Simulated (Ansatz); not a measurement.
Relaxed C (diamond):

```
CELL_PARAMETERS angstrom
      0.00000     3.56028     3.56028
      1.78014     0.00000     1.78014
      1.78014     1.78014     0.00000
ATOMIC_POSITIONS crystal
  C  0.25000 0.50000 0.50000
  C  0.75000 0.50000 0.50000
  C  0.37500 0.75000 0.75000
  C  0.87500 0.75000 0.75000
```

Level of theory: r2SCAN (plane waves to 500 eV, PAW, scalar-relativistic; Ansatz, an electronic-structure program). k mesh 13×13×13 (Γ-centred), Fermi-Dirac smearing 0.05 eV. C was relaxed with its symmetry unable to fall.

One atom of the cell was then moved (with its periodic images), all else fixed, and the forces (eV/Å) came out as:

| atom | Fx | Fy | Fz |
|---|---|---|---|
| C1 | -2.710 | -2.747 | -0.778 |
| C2 | -0.534 | -0.539 | -0.052 |
| C3 | 3.298 | 3.337 | 0.793 |
| C4 | -0.053 | -0.051 | 0.037 |

Q: Which atom was moved, and by which vector (Å)?

A: C3, by (-0.08, -0.08, 0.00), 0.12 Å in all.

(For displaced atoms, the force is minus the slope of the energy, and its curvature is a force constant, which sets phonon frequencies.)
